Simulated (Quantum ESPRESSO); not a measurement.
CdS is modelled in the cubic space group F-43m (No. 216), the zinc blende structure, Pearson symbol cF8. Lattice parameters: a = b = c = 5.7582 Å, α = β = γ = 90.00°. S on 4c is coordinated by 4 Cd at 2.493 Å (tetrahedral). Cd on 4a is surrounded by 4 S at 2.493 Å (tetrahedral). (Neighbours: up to the widest gap in distance over summed covalent radii, below 1.35, at either atom; cation-cation contacts left out.)
(The calculation used a cell of 2 atoms; values per cell refer to that cell.)

Cell and atoms were relaxed with LDA from Materials Project entry mp-2469, within its symmetry.

What does LDA (pw.x of Quantum ESPRESSO, ONCV potentials, no spin-orbit coupling) give for the electronic structure near the Fermi level?

The LDA gap is direct, 0.94 eV at Γ. Spin-orbit splittings are left out.
